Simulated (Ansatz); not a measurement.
Consider a crystal of CaAs₂O₅ in space group P-6m2 (No. 187), with Ca on 1a; As on 1d and 1f; O on 1c, 3k and 1e. The cell of CaAs₂O₅ is invented: 5-connected net, bridging atoms on its edges, bridges bent, guests in its cages (guest Ca).

Level of theory: DFT PBE, scalar-relativistic, plane waves, PAW (Ansatz 0.2.0). Cutoff 420 eV, Γ-centred mesh, Gaussian smearing, no spin polarisation.

Energies over the elements count from the elements' standard structures at the same level (O₂ as a molecule), with no fitted energy shifts.

Question: Predict the relaxed structure.

Answer:

Space group P-6m2 (No. 187). a = 6.336 Å, b = 6.336 Å, c = 3.760 Å, α = 90.00°, β = 90.00°, γ = 120.00°
```
atom  site  symmetry       x       y       z
  Ca    1a      -6m2  0.0000  0.0000  0.0000
  As    1d      -6m2  0.3333  0.6667  0.5000
  As    1f      -6m2  0.6667  0.3333  0.5000
   O    1c      -6m2  0.3333  0.6667  0.0000
   O    3k       mm2  0.9906  0.4953  0.5000
   O    1e      -6m2  0.6667  0.3333  0.0000
```

Ca is surrounded by 18 O at 3.66–3.68 Å and 2 Ca at 3.76 Å; As on its first site has 5 O at 1.88 Å; around As on its second site lie 5 O at 1.78–1.88 Å; O on a site of symmetry -6m2 has 2 As at 1.88 Å, 6 O at 2.66 Å, 3 Ca at 3.66 Å and 5 O at 3.66–3.76 Å; 2 more sites not described. Another local minimum with the same sites may exist.

Question: Where does its energy lie, and is it a metal?

Answer: The energy over the elements is −0.80 eV/atom and the gap on the 6×6×10 mesh of the 8-atom cell is 0 eV (a metal). Whether it is stable depends on the other phases of the system, which aren't compared here.

The last run used Gaussian smearing of 0.10 eV. The reference form of As is held partly by dispersion forces, which this level lacks. Symmetry constrained the relaxation, so the result can be a saddle point.
